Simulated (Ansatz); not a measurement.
Here is the system:

Starting cell, Al (fcc, Cu type):

```
Al
1.0
    0.00000     4.03999     4.03999
    2.01999     0.00000     2.01999
    2.01999     2.01999     0.00000
Al
2
Direct
  0.00000   0.00000   0.00000
  0.50000   0.00000   0.00000
```

A phonon eigenvector at L = (0.5, 0.0, 0.0) is frozen into this cell: atom i moves by Q times the vector below, so Q is the largest atomic displacement, in Å. The cell is held. (q is in reciprocal vectors of the primitive cell; the cell shown is doubled to hold the pattern.)

| atom | x | y | z |
|---|---|---|---|
| Al1 | -0.577 | 0.577 | 0.577 |
| Al2 | 0.577 | -0.577 | -0.577 |

The numbers are results of PBE (plane waves to 420 eV, PAW, scalar-relativistic; Ansatz, a first-principles code), not measurements. k mesh 10×20×20 (Γ-centred), Fermi-Dirac smearing 0.05 eV. E stands for the smeared free energy. With partly filled bands, energies and forces of such displacements shift with the k mesh and the smearing. Al was relaxed with its symmetry unable to fall. The PAW data are Ansatz's earlier set. The zero of ΔE is the undisplaced structure.

The scan covers Q from -0.100 to 0.100 Å in 13 points.

Q: Which space group does the distorted structure have?

A: R-3m (No. 166), lowered from Fm-3m.

Q: Is this a single well or a double well?

A: A single well with its minimum at or next to zero displacement.

Q: What is the energy change at Q = 0.100 Å?

A: 103 meV/cell.

Q: What harmonic wavenumber does the curvature at Q = 0 give?

A: 321 cm⁻¹.

(A displaced cell: forces are minus the slopes of the energy, force constants its curvatures, and phonons follow from these.)
